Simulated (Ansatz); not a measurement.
Input:

FeLi$_{4}$Nb$_{6}$O$_{18}$:
```xyz
29
Lattice="5.1669 0.0000 0.0000 -2.5834 4.4747 0.0000 0.0000 0.0000 13.8835" Properties=species:S:1:pos:R:3 pbc="T T T"
Fe     0.0000     0.0000     2.9166
Li     2.5834     1.4916     7.7463
Li     0.0000     2.9831     5.4037
Li     0.0000     2.9831    12.2522
Li     0.0000     0.0000    10.0243
Nb     0.0000     2.9831     2.2890
Nb     2.5834     1.4916     4.7139
Nb     0.0000     0.0000     6.9899
Nb     0.0000     2.9831     9.2855
Nb     2.5834     1.4916    11.6095
Nb     0.0000     0.0000    13.8039
O     -1.6249     3.2848     1.4592
O      1.0738     4.2395     1.4592
O     -0.9126     1.6515     3.7858
O      0.5512     1.4250     1.4592
O     -0.6969     4.4392     3.7858
O      1.6095     2.8586     3.7858
O      3.5156     0.2095     6.0707
O      1.0071     1.3253     6.0707
O      1.6480     3.1961     8.3649
O      3.2276     2.9398     6.0707
O     -0.6396     1.4494     8.3649
O     -1.0085     4.3039     8.3649
O      0.9485     1.7090    10.6597
O     -1.5777     2.7988    10.6597
O      1.6336     0.1552    12.9182
O      0.6292     4.4416    10.6597
O      1.9011     2.9824    12.9182
O      4.2157     1.3371    12.9182
```
Starting moments (μB, in the order of the atoms Fe Li Li Li Li Nb Nb Nb Nb Nb Nb O O O O O O O O O O O O O O O O O O): 3.6 0.0 0.0 0.0 0.0 0.0 0.0 0.0 0.0 0.0 0.0 0.1 0.1 0.1 0.1 0.1 0.1 0.0 0.0 0.0 0.0 0.0 0.0 0.0 0.0 0.0 0.0 0.0 0.0.

This is the r²SCAN-relaxed structure.

Q: All from plane-wave PAW r²SCAN (Ansatz code), unless another level is named. Estimate the valence-band maximum.

A: at A.

Q: And the weight of the conduction-edge state by species (Voronoi cells)?

A: Nb 41 %, Fe 35 %, O 23 %.

Q: What about the weight of the valence-edge state by species (Voronoi cells)?

A: Fe 80 %, O 12 %, Nb 8 %.

Space group P3. The start of the workflow was typed in or built on a structure type; neither database checked (COD, Materials Project) lists it. Whether it is the stable phase at ambient conditions was not checked. The r²SCAN relaxation kept the symmetry of its start; its stability against distortions is not shown here. The final state is ferromagnetic, the only order run, not a proven ground state. Other orbital occupations within this spin state were not tried. No Hubbard U is applied. Scalar-relativistic: spin–orbit coupling is off unless named, which matters more the heavier the elements.

Potentials: the later of the program's two PAW sets.
